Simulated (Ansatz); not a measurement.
A generated cell, not matched to a known phase here, of Ba$_{3}$Ca: Fm-3m (No. 225), cF16; a = 9.810 Å, b = 9.810 Å, c = 9.810 Å, α = 90.00°, β = 90.00°, γ = 90.00°; Ba 8c (0.250, 0.250, 0.250); Ba 4b (0.500, 0.500, 0.500); Ca 4a (0.000, 0.000, 0.000). Calculation: r2SCAN (plane waves to 500 eV, PAW, scalar-relativistic; Ansatz, a program for electronic structure). Element references, the lowest calculated here: Ba (Im-3m), Ca (Fm-3m).

Estimate the formation energy of this Fm-3m form of Ba3Ca from the elements that r2SCAN returns for this input.

0.03 eV/atom.

How does this cell stand against the other phases calculated?

It lies 0.03 eV/atom above their hull: Ba3Ca → 3 Ba + Ca (Ca Fm-3m, Ba Im-3m) releases that much. A lower structure of this composition may exist.

Hull of the energies calculated here, no anion corrections, zero temperature, no zero-point energy; an uncalculated phase could lie lower. Values are rounded to 0.01 eV/atom. Not shown to be the ambient phase of their composition (a lower form may be missing, and a cell relaxed within its start's symmetry can be a saddle point): Ba3Ca (Fm-3m). The compounds carry no spin polarisation.
